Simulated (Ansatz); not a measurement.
Electronic bands of the HfN (1 0 0) slab, simulated with Ansatz.

Miller indices refer to the conventional cell of Fm-3m (No. 225), a = 4.548 Å, b = 4.548 Å, c = 4.548 Å, α = 90.00°, β = 90.00°, γ = 90.00°.

The slab has 5 planes, was cut to end in HfN at the top (+c) and HfN at the bottom, and its atoms stand where a relaxation without spin-orbit coupling left them. Listed are levels within 1.2 eV of the Fermi level, the 22 nearest at most. Weights are Löwdin projections on the datasets' atomic orbitals, as shares of the full norm: they are low for levels that spill into the vacuum or into shells that a dataset lacks. Two planes next to each face count as outer, 4 of 5 in all, so a level spread evenly over the slab has a weight near 0.80.

```
CELL_PARAMETERS angstrom
3.21578 0.00000 0.00000
0.00000 3.21578 0.00000
0.00000 0.00000 24.09559
ATOMIC_POSITIONS crystal
Hf 0.00000 0.00000 0.31621
N 0.50000 0.50000 0.30752
Hf 0.50000 0.50000 0.40520
N 0.00000 0.00000 0.40645
Hf 0.00000 0.00000 0.50000
N 0.50000 0.50000 0.50000
Hf 0.50000 0.50000 0.59480
N 0.00000 0.00000 0.59355
Hf 0.00000 0.00000 0.68379
N 0.50000 0.50000 0.69248
```

These are results of Ansatz 0.2.0, DFT PBE, scalar-relativistic, plane waves, PAW, not measurements.

Settings: cutoff 420 eV, Γ-centred mesh 11×11×1 on the computed 10-atom cell, Gaussian smearing of 0.10 eV; no spin polarisation. A dipole correction removes the field between periodic images along c.

Command
```bash
ansatz run input.yaml --threads 2 --pin off --max-ram 5120MiB --backend cpu --events-out ev --progress --plain --runs-dir out
```

2.1 min on 2 threads of Arm Neoverse V1 (shared host), peak memory 1 GiB

Levels at X (0.500, 0.000), in eV from the Fermi level, with weights (averaged over levels within 1.5 meV, which needn't be degenerate by symmetry):
```json
{"level": "1.001", "outer two planes of both faces": "0.92"}
```

Levels at Γ (0.000, 0.000), in eV from the Fermi level, with weights (averaged over levels within 1.5 meV, which needn't be degenerate by symmetry):
```json
{"level": "-0.999", "levels within 1.5 meV": "1", "outer two planes of both faces": "1.00"}
{"level": "-0.398", "levels within 1.5 meV": "1", "outer two planes of both faces": "0.76"}
{"level": "0.058", "levels within 1.5 meV": "2", "outer two planes of both faces": "0.72"}
{"level": "0.258", "levels within 1.5 meV": "1", "outer two planes of both faces": "0.82"}
{"level": "0.758", "levels within 1.5 meV": "1", "outer two planes of both faces": "0.72"}
```

Levels at M (0.500, 0.500), in eV from the Fermi level, with weights (averaged over levels within 1.5 meV, which needn't be degenerate by symmetry):
```
level  levels within 1.5 meV  outer two planes of both faces
1.084                      2                            0.66
```

Bands cross the Fermi level. With 5 planes the outer ones are most of the slab, so weights don't single out surface states. The work function of the top face is 2.33 eV. In a slab this thin the states of the two faces can couple and split. Spin-orbit coupling is left out, which matters for the bands of heavy elements. Spin polarisation was left out, and a magnetic state may lie lower.
